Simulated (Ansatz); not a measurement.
CdS:
```yaml
crystal:
  lattice:
    - [0.00000, 2.72673, 2.72673]
    - [2.72673, 0.00000, 2.72673]
    - [2.72673, 2.72673, 0.00000]
  atoms:
    - { symbol: Cd, position: [0.00000, 0.00000, 0.00000] }
    - { symbol: S, position: [0.50000, 0.50000, 0.50000] }
```

Relaxed with r²SCAN.

**Question.** Give the optical modes at the zone centre with their infrared and Raman activity from DFPT, r²SCAN in the plane-wave PAW code Ansatz.

**Answer.** Transverse frequencies, without the LO–TO term; a row sums one degenerate level.

```tsv
ω (cm⁻¹)	degeneracy	IR ((D/Å)²/amu)	Raman (Å⁴/amu)	activity	symmetry
139	3	23.24	0	IR	T1u
```

**Question.** How high does the top mode go among those that the LO–TO term moves?

**Answer.** 268 cm⁻¹ for q along x.

Space group Fm-3m (rock salt). This is a known high-pressure phase of the composition, computed here at zero pressure and temperature. The r²SCAN relaxation kept the symmetry of its start; phonons on a q-mesh show no instability.

Potentials: the later of the program's two PAW sets.
